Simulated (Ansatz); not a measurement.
Sc$_{3}$Fe: which magnetic state is lowest?

Theory: DFT PBE, scalar-relativistic, plane waves, PAW (Ansatz 0.2.0).

```cif
data_structure
_symmetry_space_group_name_H-M 'P 1'
_symmetry_Int_Tables_number 1
_cell_length_a 4.3342
_cell_length_b 4.3342
_cell_length_c 4.3342
_cell_angle_alpha 90.000
_cell_angle_beta 90.000
_cell_angle_gamma 90.000
_cell_volume 81.42
loop_
_atom_site_label
_atom_site_type_symbol
_atom_site_fract_x
_atom_site_fract_y
_atom_site_fract_z
_atom_site_occupancy
Sc1 Sc 0.00000 0.50000 0.50000 1
Sc2 Sc 0.50000 0.00000 0.50000 1
Sc3 Sc 0.50000 0.50000 0.00000 1
Fe1 Fe 0.00000 0.00000 0.00000 1
```

```
plane-wave cutoff                               : 420 eV
Γ-centred k-mesh                                : 10×10×10
occupation rule                                 : Gaussian smearing, 0.1 eV
list of starting moments (μB, in atom order)    : 0 0 0 3
check for lower electronic states after the SCF : off
```

All runs keep this geometry, which stands near equilibrium for the lowest state (largest force there 0.000 eV/Å, pressure 0.0 GPa) and needn't be a stable compound; relaxing each order can shift differences of a few meV. A propagation vector, in units of the reciprocal vectors, doubles the cell, which takes an equally dense mesh. The large starts are 0 0 0 4.5 μB. The small starts are 0 0 0 0.5 μB. Site moments are spin moments in atom-centred spheres that scale with the neighbour distance. The states are those that the runs reached from these starts; a lower one can exist.

```csv
start,ends,energy above lowest (meV/atom),site moments (μB),gap on mesh (eV),P (GPa)
no spin,non-magnetic,87.2,none over 0.05,metal,-3.3
ferromagnetic,ferromagnetic,0.00,"Sc -0.31 (×3), Fe +2.37",metal,0.0
large parallel starting moments,ferromagnetic,0.00,"Sc -0.31 (×3), Fe +2.37",metal,0.0
"antiferromagnetic, doubled cell, propagation vector (0, 0, 1/2)",antiferromagnetic,0.81,"Sc -0.36, Fe +2.43, Sc +0.36, Fe -2.43",metal,-0.2
"antiferromagnetic, doubled cell, propagation vector (0, 1/2, 1/2)",antiferromagnetic,4.23,"Fe +2.42, Fe -2.42",metal,-0.2
"antiferromagnetic, doubled cell, propagation vector (1/2, 1/2, 1/2)",antiferromagnetic,21.7,"Fe +2.43, Fe -2.43",metal,0.1
small parallel starting moments,ferromagnetic,0.00,"Sc -0.31 (×3), Fe +2.37",metal,0.0
```

Cost: 7 runs of about 11 core-minutes in all, on Arm Neoverse N1 (shared hosts).